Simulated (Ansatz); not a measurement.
## Relaxing a structure of Ge

The start is a relaxed Ge cell displaced along its unstable phonon at q = (½, ½, 0) of its primitive reciprocal cell (37i cm⁻¹), largest move 0.15 Å. The structure is fully relaxed (lattice and positions, P = 0) with PBE (plane waves to 420 eV, PAW, scalar-relativistic; Ansatz, a quantum-chemistry and plane-wave program). The first steps use a coarse 14×14×14 k-mesh.

Starting cell:
```yaml
crystal:
  lattice:
    - [-3.22833, 3.22833, 3.71471]
    - [0.00000, 0.00000, 3.71471]
    - [1.61417, 1.61417, -1.85736]
  atoms:
    - { symbol: Ge, position: [0.00000, 0.03285, 0.06571] }
    - { symbol: Ge, position: [0.50000, 0.96715, 0.93429] }
```

Question: What is the largest force in the starting geometry, and on which atom (counted from 1)?

Answer: 0.04 eV/Å, on Ge1, Ge2 (atoms numbered as listed).

Question: By how much does the energy per atom fall from start to end?

Answer: 0.08 eV/atom.

Question: How does the volume change?

Answer: +3.1 %, from 19.36 to 19.95 Å³/atom.

Question: Does it find its way back to the structure it was made from?

Answer: It does not go back: it reaches Pm-3m (No. 221), simple cubic type, 0.08 eV/atom below the parent.

Question: How do the shortest distances between atoms change?

Answer: The closest pairs of elements (up to four, under 3.6 Å), start → end: Ge–Ge 2.94 → 2.71 Å.

Question: What band gap does the relaxed structure have at this level?

Answer: Zero (metallic).

Question: Write out the relaxed structure.

Answer: 
Space group Pm-3m (No. 221); a = b = c = 2.712 Å, α = β = γ = 90.00°

```json
[
 {"atom": "Ge", "site": "1a", "symmetry": "m-3m", "x": "0.0000", "y": "0.0000", "z": "0.0000"}
]
```

Final values are on a 17×17×17 k-mesh of the relaxed cell. No spin polarisation in the result.

The run could not lose the symmetry of its start: the end is stationary, and may be a saddle point rather than a minimum.

The relaxed structure here is a generated cell of Ge: the first start was made by placing the elements on the sites of a structure type, and the end was not matched to a known phase here, so it may be hypothetical. Known forms of Ge include space group No. 227.
